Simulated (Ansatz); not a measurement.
MoPd (L1₀ or tetragonal B2, P4/mmm), PBE (plane waves, PAW; program Ansatz), all energies at zero smearing, with the estimated change up to a 700 eV cutoff added, with one set of potentials and settings (totals compare only within such a set). Cell of 2 atoms (1 Pd, 1 Mo): -11928.925 eV.

| element | reference phase | E (eV/atom) |
|---|---|---|
| Pd | Fm-3m, 1 atoms in the cell | -6972.9107 |
| Mo | Im-3m, 1 atoms in the cell | -4956.0557 |

Formation energy per atom, worked out: (-11928.925 − 1×(-6972.9107) − 1×(-4956.0557))/2 = 0.021 eV/atom (2 kJ per mol of atoms), at 0 K, without zero-point energy or fitted corrections.

The start of the workflow was typed in or built on a structure type; neither database checked (COD, Materials Project) lists it. Whether it is the stable phase at ambient conditions was not checked. The cell was relaxed with PBE under the symmetry of its start; its stability against distortions is not shown here. No spin polarisation was allowed. The references are the lowest solids computed at this level, not always the standard phases.

Potentials: the earlier of the program's two PAW sets.
